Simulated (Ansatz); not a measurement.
Phonons of YP (zincblende structure)

The computed numbers are results of PBEsol, scalar-relativistic (no spin polarisation) in the plane-wave PAW code Ansatz at 420 eV, Gaussian smearing of 0.05 eV; PAW files: Ansatz's generated set soft_2.

```
CELL_PARAMETERS angstrom
0.00000 3.11263 3.11263
3.11263 0.00000 3.11263
3.11263 3.11263 0.00000
ATOMIC_POSITIONS crystal
Y 0.00000 0.00000 0.00000
P 0.25000 0.25000 0.25000
```

This is a trial structure; measured cells of the compound in the Crystallography Open Database are in space group Fm-3m (rock salt).

Force constants come from finite displacements in a 2×2×2 supercell (the unit cell's 6×6×6 k-mesh, folded to it); the long-range dipole term is included. Points in reciprocal vectors of this cell: Γ = (0.000, 0.000, 0.000), X = (-0.500, -0.500, 0.000), U = (-0.375, -0.375, 0.250), K = (-0.375, 0.000, 0.375), L = (0.000, 0.000, 0.500), W = (-0.500, -0.250, 0.250).

Frequencies at the named points (cm⁻¹, imaginary ones negative):
```
point                ω (cm⁻¹)
    Γ       0 0 0 281 281 345
    X   75 75 187 262 262 288
    U  67 108 171 262 265 286
    K  67 108 171 262 265 286
    L   42 42 172 274 274 294
    W   92 98 169 258 269 284
```

Problem. Is the structure dynamically stable along this path, and where does the spectrum end?

Solution. Yes: no branch is imaginary beyond numerical noise. The highest frequency is 345 cm⁻¹, at Γ. Points that don't fit the supercell are interpolated.

Problem. What does the harmonic approximation give for the vibrational free energy, entropy and heat capacity?

Solution. Zero-point energy 34.8 meV/atom.
| T (K) | F_vib (meV/atom) | S (J/K per mole of atoms) | C_V (J/K per mole of atoms) |
| --- | --- | --- | --- |
| 100 | 29.4 | 12.4 | 14.2 |
| 200 | 9.7 | 24.8 | 20.9 |
| 300 | -20.9 | 33.7 | 23.0 |
| 400 | -59.5 | 40.5 | 23.8 |
| 500 | -104.3 | 45.8 | 24.2 |
| 600 | -154.1 | 50.3 | 24.4 |
| 700 | -208.2 | 54.0 | 24.6 |
| 800 | -266.0 | 57.3 | 24.6 |
| 900 | -326.9 | 60.2 | 24.7 |
| 1000 | -390.7 | 62.8 | 24.7 |

The highest mode, 345 cm⁻¹, is worth 500 K. At 300 K the heat capacity has reached 92 % of the classical limit 3R = 24.9 J/K per mole of atoms.

It ran for 29 s on 4 threads of Arm Neoverse V1 (shared host), peak memory 1.2 GiB.

